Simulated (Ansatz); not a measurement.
Relaxed-ion elastic tensor of PbI₂ (CdI2 type, P-3m1) in GPa (Voigt order), plane-wave PAW PBE+D3(BJ) (Ansatz code); density 6.10 g/cm³, 41.84 Å³ per atom.

```
26.8   8.4   9.1  -3.9   0.0   0.0
 8.4  26.8   9.1   3.9   0.0   0.0
 9.1   9.1  18.2   0.0   0.0   0.0
-3.9   3.9   0.0   7.1   0.0   0.0
 0.0   0.0   0.0   0.0   7.1  -3.9
 0.0   0.0   0.0   0.0  -3.9   9.2
```

Problem. Is the crystal mechanically stable?

Solution. Yes: the smallest eigenvalue of C is 4.1 GPa.

Problem. Work out the Voigt, Reuss and Hill averages.

Solution. K_V = 13.9, K_R = 13.5, K_H = 13.7; G_V = 7.7, G_R = 6.1, G_H = 6.9 GPa.

Problem. Give Young's modulus, Poisson's ratio, Pugh's ratio and the universal anisotropy index.

Solution. E = 9KG/(3K + G) = 17.6 GPa; ν = 0.29; K/G = 2.00 (ductile by the Pugh limit of 1.75); A_U = 5G_V/G_R + K_V/K_R − 6 = 1.37.

Problem. Estimate the sound speeds and the Debye temperature.

Solution. v_l = √((K + 4G/3)/ρ) = 1940 m/s, v_t = √(G/ρ) = 1060 m/s, mean 1180 m/s; Θ = (h/k)(3n/4πV)^(1/3) v_m = 101 K.

Problem. Solve the Christoffel equation for the three sound speeds along x, y, z.

Solution. Eigenvalues of C_ijkl n_j n_l equal ρv². In km/s, slowest first: x 0.82, 1.41, 2.10; y 1.02, 1.23, 2.13; z 1.08, 1.08, 1.73.

Problem. How much does each axis shrink under pressure?

Solution. Linear compressibilities β_i = Σ_j S_ij (j = 1 to 3): x 19, y 19, z 36 per TPa.

Symmetry was held in the PBE+D3(BJ) relaxation; of distortions, only those at the zone centre were tested. Scalar-relativistic: spin–orbit coupling is off unless named, which matters more the heavier the elements.

Potentials: the later of the program's two PAW sets.
